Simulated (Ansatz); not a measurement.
Input:

GaP:
```
CELL_PARAMETERS angstrom
      3.61998     0.00000     0.00000
     -1.80999     3.13500     0.00000
      0.00000     0.00000     6.11641
ATOMIC_POSITIONS crystal
  Ga 0.00000 0.00000 0.00000
  Ga 0.00000 0.00000 0.50000
  P  0.33333 0.66667 0.25000
  P  0.66667 0.33333 0.75000
```

This is the PBE-relaxed structure.

Question: All from the program Ansatz at the PBE level (PAW), unless another level is named. Predict the electronic character.

Answer: metallic (no gap).

Question: And the density of states at the Fermi level?

Answer: 0.36 states/eV per atom (mean over ±0.08 eV).

Question: Next, the formation energy from the elements (no fitted shifts)?

Answer: 0.014 eV/atom.

Space group P6_3/mmc (NiAs type). A made-up cell: these elements were put on the sites of a structure type; neither database checked (COD, Materials Project) lists it. It is not the phase usual at ambient conditions (space group No. 216). The cell was relaxed with PBE under the symmetry of its start; whether a distortion lowers the energy is not shown. The references are the lowest solids computed at this level, not always the standard phases. Scalar-relativistic: spin–orbit coupling is off unless named, which matters more the heavier the elements.

Potentials: the later of the program's two PAW sets.
